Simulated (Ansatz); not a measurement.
**SnO: work and stress of cleavage**

These are results of DFT r2SCAN, scalar-relativistic, plane waves, PAW in Ansatz 0.2.0, not measurements. The runs took a 500 eV cutoff, a Γ-centred 9×9×4 mesh and Gaussian smearing (0.03 eV). No spin polarisation. Energies are free energies at this smearing, counted from the undisturbed cell; pressure is positive in compression.

Zero of the scan (relaxed at this level):

```
Sn O
1.0
     0.00000    0.00000   -3.80668
    -3.80930    0.00000    0.00000
     0.00000    9.87292    0.00000
Sn O
4 4
Direct
  0.62500 0.00000 0.86618
  0.62500 0.00000 0.36618
  0.12500 0.50000 0.13382
  0.12500 0.50000 0.63382
  0.12500 0.00000 0.24994
  0.12500 0.00000 0.74994
  0.62500 0.50000 0.75006
  0.62500 0.50000 0.25006
```

The cut lies on the cell's a–b face, a (0 0 1) plane (indices in the standard cell, whose axes needn't be the Cartesian ones shown) of area 14.50 Å², between layers 2.64 Å apart. Vector c is lengthened by d along the normal with the atoms' Cartesian places fixed: one unrelaxed cut a cell. The traction is positive where the two halves pull on each other.

| d (Å) | energy (J/m²) | traction (GPa) |
| --- | --- | --- |
| -0.30 | 0.035 | -2.70 |
| -0.15 | 0.007 | -1.05 |
| 0.00 | 0.000 | -0.01 |
| 0.25 | 0.012 | 0.85 |
| 0.50 | 0.038 | 1.12 |
| 0.75 | 0.066 | 1.14 |
| 1.00 | 0.094 | 1.05 |
| 1.50 | 0.140 | 0.80 |
| 2.00 | 0.174 | 0.55 |
| 3.00 | 0.209 | 0.19 |
| 4.50 | 0.222 | 0.02 |
| 6.00 | 0.223 | 0.00 |

**Question.** What are the work of separation and the cleavage stress, and do they fit the universal binding curve?

**Answer.** The energy levels off near W ≈ 0.223 J/m² (the traction is down to 0.00 GPa), the energy of the two unrelaxed faces, 0.111 J/m² each on average. The largest sampled traction is 1.14 GPa at d = 0.75 Å, and a parabola through it and its two neighbours peaks at σ_max ≈ 1.14 GPa, d ≈ 0.66 Å. The curve E = W[1 − (1 + d/ℓ)exp(−d/ℓ)] peaks in traction at d = ℓ with σ_max = W/(eℓ); with 1 J/m² per Å = 10 GPa this W and σ_max give ℓ = 0.72 Å. A parabola through that curve at the same three d peaks at 0.75 Å, against 0.66 Å here, a fair fit. Real crystals break at far lower stress, because cracks concentrate it, and on the plane of lowest W, which needn't be this one.

The cut is rigid; relaxing the faces lowers these energies and usually the stresses.

Cost: 12 runs of about 4.4 core-minutes in all, on AMD EPYC 9R45 (Zen 5) (shared hosts).